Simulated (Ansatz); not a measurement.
**GePt under strain — Ge-73 nuclear quadrupole resonance**

Cell: an entry of the Crystallography Open Database (COD), relaxed with PBE at fixed cell and then changed (z stretched by 1 %, ions relaxed).

```xyz
8
Lattice="5.7320 0.0000 0.0000 0.0000 3.7010 0.0000 0.0000 0.0000 6.1489" Properties=species:S:1:pos:R:3 pbc="T T T"
Ge    4.6765    2.7757    3.6105
Ge    1.0555    0.9253    2.5384
Ge    3.9215    0.9253    0.5360
Ge    1.8105    2.7757    5.6128
Pt    5.7254    2.7757    1.1744
Pt    0.0066    0.9253    4.9745
Pt    2.8726    0.9253    4.2488
Pt    2.8594    2.7757    1.9000
```

Atoms are numbered from 1 in the order listed; like atoms form one site, named after its first atom.

All values are calculated (Ansatz; DFT, PBE, plane waves and PAW, scalar-relativistic, 420 eV cutoff, Γ-centred 8×13×8 k-points, Fermi–Dirac smearing 0.05 eV), not measured.

Ge-73: I = 9/2, Q = -196.0 mb (year-2017 value). Static lattice, zero field.

Problem. At which frequencies do the Ge-73 NQR lines lie?

Solution. For I = 9/2 and η = 0 the lines are |C_Q|/24 times 1, 2, 3 and 4; η shifts the lowest up most. At large η the states mix, and weaker lines appear at sums of the main ones; lines under 5 % of the strongest are left out.

```
site       atoms  V_zz (10²¹ V/m²)  C_Q (MHz)     η        line frequencies (MHz)
  Ge  1, 2, 3, 4             -6.77       32.1  1.00  3.33, 3.33, 4.89, 4.89, 6.66
```

With no gap above 0.1 eV, as in a metal, the gradients converge slowly in k; expect changes of a tenth or more on a denser mesh. Without spin–orbit coupling the gradients at and beside Pt can be off by some per cent, at some sites by more. At this changed cell the PBE pressure is 5 GPa.
